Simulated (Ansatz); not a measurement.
An Ansatz (a first-principles code) run. Input:

Ansatz 0.2 input:
```yaml
crystal:
  lattice:
    - [3.0944966689, 0.0, 0.0]
    - [-1.5472483345, 2.6799127272, 0.0]
    - [0.0, 0.0, 15.081968365]
  atoms:
    - { symbol: Al, position: [0.0, 0.0, 0.9996366868] }
    - { symbol: Al, position: [0.0, 0.0, 0.4996366868] }
    - { symbol: Al, position: [0.6666666667, 0.3333333333, 0.8338958687] }
    - { symbol: Al, position: [0.3333333333, 0.6666666667, 0.3338958687] }
    - { symbol: Al, position: [0.6666666667, 0.3333333333, 0.1667315237] }
    - { symbol: Al, position: [0.3333333333, 0.6666666667, 0.6667315237] }
    - { symbol: N, position: [0.0, 0.0, 0.8744897263] }
    - { symbol: N, position: [0.0, 0.0, 0.3744897263] }
    - { symbol: N, position: [0.6666666667, 0.3333333333, 0.7080327256] }
    - { symbol: N, position: [0.3333333333, 0.6666666667, 0.2080327256] }
    - { symbol: N, position: [0.6666666667, 0.3333333333, 0.0409134688] }
    - { symbol: N, position: [0.3333333333, 0.6666666667, 0.5409134688] }
kpoints:
  mp_grid: { grid: [10, 10, 2] }
hamiltonian:
  xc: r2scan
  pseudopotentials: { kind: paw }
scf:
  occupations: { method: fixed }
checkpoint: { read: static.run }
output: { write_density: true, elf: true, volumetric_format: npy }
basis: { fft_grid_basis: typed }
```

Output (shortened):

```
Pseudopotential: Al, paw, valence charge 3
Pseudopotential: N, paw, valence charge 5
Functional definition: r2SCAN
Crystal: 12 atoms, lattice volume = 125.074 Å³
Basis set: ecut = 500 eV, 3199 PW (Γ), exchange–correlation on 96×96×480 points (64 copies of the dense FFT grid, shifted against one another)
Bands: 36, of which v1, the nominal top of the filled ones, is band 24 counted from 1 (23 counted from 0)
Symmetry: 12 space group operations
Space group: P63mc (ITA 186), of the structure as read, at distance tolerance 5.0e-5 Å
k-points: 28 of 200
Stability of the state it starts from, as read at its close in the unpolarized treatment …
iter 1 solved again at ethr=2.21e-8 eV; its pass at ethr=3.10e-3 eV (dr2=1.06e-5 eV) is discarded
SCF iter   1: F=—  HF=-5570.712430 eV  |F-HF|=—  |Δ(HF+E_count)|=         —  Δρ=2.44e-7  dr2=6.80e-11  dr2_τ=9.90e-12  ethr=2.21e-8  ⟨swp⟩=3.0  Hψ=6530  notcnv=0  defer=280
preconditioner: auto → none
SCF iter   2: F=-5570.712430 eV  HF=-5570.712430 eV  |F-HF|=2.64e-11  |Δ(HF+E_count)|=   5.94e-9  Δρ=1.96e-7  dr2=4.63e-11  dr2_τ=7.18e-12  ethr=1.00e-12  ⟨swp⟩=16.0  Hψ=6284  notcnv=0
SCF 1 converged in 2 iterations: F = -5570.712430 eV  dr2 = 4.63e-11
SCF converged after 2 iterations
Free energy (F): -5570.712430 eV
Harris-Foulkes:  -5570.712430 eV  (|F-HF|=2.64e-11)
Internal energy: -5570.712430 eV  (E = F + TS)
E sigma→0 (E₀):  -5570.712430 eV
Fermi energy:    6.758349 eV
--- Per-component energies (eV) ---
  E_band       = 68.680098
  E_kinetic    = 963.142958
  E_local      = -1342.906655  (includes V_loc(G=0)·N_el)
  E_nonlocal   = 325.789574
  E_hartree    = 470.162334
  E_xc         = -593.109565
  E_vxc        = -714.899742  (∫ρ·V_xc dr)
  E_paw        = -3614.805994  (= ΣΔE_a)
  E_vpaw       = -141.141990  (= ΣTr[D̂ρ^β])
  E_aug_tail   = 0.000098  (compensation charges beyond the density's cutoff)
  E_vtau       = 38.371010  (kinetic-family band-sum trace: ∫τ·v_τ [+ j·A + Jᵃ·Aᵃ] dr)
  E_ewald      = -1778.447144
  E_core_change = -0.538036  (= ΣΔE_core)
  E_smearing   =  0.000000  (= −TS)
  E_closure    = 0.000000  (closes the sum)
  Σ components = -5570.712430   (vs F -5570.712430, Δ=0.00e0)
  [band-id]    e_kinetic+e_local+e_nonlocal+2·e_hartree+e_vxc+e_vpaw+e_augmentation_tail+e_vtau = 68.679921   (vs E_band 68.680098, Δ=-1.77e-4)
--- Band table (eV; the first three rows and the last of 28) ---
  k-point 0: bands = ["-9.0503", "-8.6828", "-8.6127", "-7.6814", "-7.6442", "-7.0147", "0.8153", "2.0921", "2.1706", "4.8533", "4.9245", "6.1483", "6.1483", "6.2343", "6.2343", "6.3255", "6.3255", "6.5416", "6.5416", "6.5656", "6.5656", "6.6972", "6.6972", …
  k-point 1: bands = ["-8.9476", "-8.9476", "-8.1919", "-8.1919", "-7.2039", "-7.2039", "1.1743", "1.1743", "3.4470", "3.4470", "6.1729", "6.1729", "6.1785", "6.1785", "6.1785", "6.1785", "6.4195", "6.4195", "6.4195", "6.4195", "6.6581", "6.6581", "6.6581", …
  k-point 2: bands = ["-8.9209", "-8.5612", "-8.4908", "-7.5844", "-7.5467", "-6.9403", "0.9730", "2.1707", "2.2502", "4.6657", "4.7382", "5.5860", "5.7686", "5.8556", "5.9691", "6.0435", "6.0976", "6.1769", "6.2522", "6.3384", "6.4782", "6.5066", "6.6814", …
  k-point 27: bands = ["-6.7383", "-6.7383", "-6.5817", "-6.5817", "-6.4548", "-6.4548", "1.9596", "1.9596", "2.0439", "2.0439", "2.5677", "2.5677", "2.9917", "2.9917", "3.5521", "3.5521", "3.8836", "3.8836", "4.8728", "4.8728", "5.5073", "5.5073", "5.6899", …
```

Cost: about 9 core-seconds (a rough figure) on shared cores.

Space group P6_3mc. A made-up cell: these elements were put on the sites of a structure type. Its sites differ from those of the usual phase in this space group: another stacking or structure type. Symmetry was held in the r²SCAN relaxation; phonons on a q-mesh show no instability.

Potentials: the later of the program's two PAW sets.

Ansatz is a plane-wave DFT program.
